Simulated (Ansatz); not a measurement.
BN (wurtzite)

```xyz
8
Lattice="5.1082 0.0000 0.0000 -1.2770 2.2119 0.0000 2.5541 0.0000 4.2239" Properties=species:S:1:pos:R:3 pbc="T T T"
B      6.3852     0.7373     4.2236
B      3.8311     0.7373     4.2236
B      5.1082     1.4746     2.1116
B      2.5541     1.4746     2.1116
N      1.2770     0.7373     2.6412
N      3.8311     0.7373     2.6412
N      0.0000     1.4746     0.5292
N      2.5541     1.4746     0.5292
```

A phonon eigenvector at L = (0.5, 0.0, 0.5) is frozen into this cell: atom i moves by Q times the vector below, so Q is the largest atomic displacement, in Å. The cell is held. It is one choice among 2 degenerate patterns. (q is in reciprocal vectors of the primitive cell; the cell shown is doubled to hold the pattern.)

| atom | x | y | z |
|---|---|---|---|
| B1 | 0.139 | 0.080 | 0.627 |
| B2 | -0.139 | -0.080 | -0.627 |
| B3 | 0.644 | 0.372 | -0.669 |
| B4 | -0.644 | -0.372 | 0.669 |
| N5 | 0.543 | 0.314 | -0.677 |
| N6 | -0.543 | -0.314 | 0.677 |
| N7 | 0.108 | 0.062 | 0.452 |
| N8 | -0.108 | -0.062 | -0.452 |

Calculation: PBE (plane waves to 420 eV, PAW, scalar-relativistic; Ansatz, an electronic-structure program). k mesh 15×15×15 (Γ-centred), Fermi-Dirac smearing 0.05 eV. Left out: 2 of 13 points, with atoms too close for the PAW data. BN was relaxed with its symmetry unable to fall. The PAW data are Ansatz's earlier set. 

| Q (Å) | −dE/dQ from forces (eV/Å) |
|---|---|
| -0.233 | 58.998 |
| -0.187 | 41.694 |
| -0.140 | 28.191 |
| -0.093 | 17.366 |
| -0.047 | 8.261 |
| 0.000 | 0.000 |
| 0.047 | -8.261 |
| 0.093 | -17.366 |
| 0.140 | -28.191 |
| 0.187 | -41.694 |
| 0.233 | -58.998 |

**Question.** What harmonic wavenumber does the curvature at Q = 0 give?

**Answer.** 883 cm⁻¹. E″ = 174.00 eV/Å², M = Σ mᵢ|uᵢ|² = 60.7 u, ν̃ = 521.5·√(|E″|/M).

(A displaced cell: forces are minus the slopes of the energy, force constants its curvatures, and phonons follow from these.)
